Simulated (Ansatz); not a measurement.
A geometry of SnO away from equilibrium: step 2 of the relaxation of a relaxed SnO cell displaced along its unstable phonon at q = (½, ½, 0) of its primitive reciprocal cell (308i cm⁻¹), largest move 0.15 Å. All values below come from r2SCAN (plane waves to 500 eV, PAW, scalar-relativistic; Ansatz, a first-principles code). Γ-centred k-mesh 10×10×10 on the run's cell (coarser than for final values), Fermi–Dirac smearing 0.05 eV.

```xyz
4
Lattice="0.0000 5.5006 5.4061 2.6666 2.7503 5.4061 2.6666 2.7503 0.0000" Properties=species:S:1:pos:R:3:forces:R:3 pbc="T T T" free_energy=-13212.730 pressure_GPa=-3.0
O      1.3333     1.7258     1.3515    0.0000    1.0611    0.0000
O      1.3333     3.7748     4.0546    0.0000   -1.0611    0.0000
Sn     0.1360     0.0000     0.0000   -0.5744    0.0000    0.0000
Sn     2.5306     5.5006     2.7031    0.5744    0.0000    0.0000
```

Positions in Å, forces in eV/Å, free energy of the cell in eV (comparable only within this code, potentials and settings). Largest force: 1.06 eV/Å, on O1, O2 (atoms numbered as listed); the geometry lies 0.17 eV/atom above the end of its relaxation.

No spin polarisation in the result.

The run could not lose the symmetry of its start, so the end can be a saddle point.

The end of the path is a generated cell of SnO: the first start was made by placing the elements on the sites of a structure type, and the end was not matched to a known phase here, so it may be hypothetical. Known forms of SnO include space group No. 129.
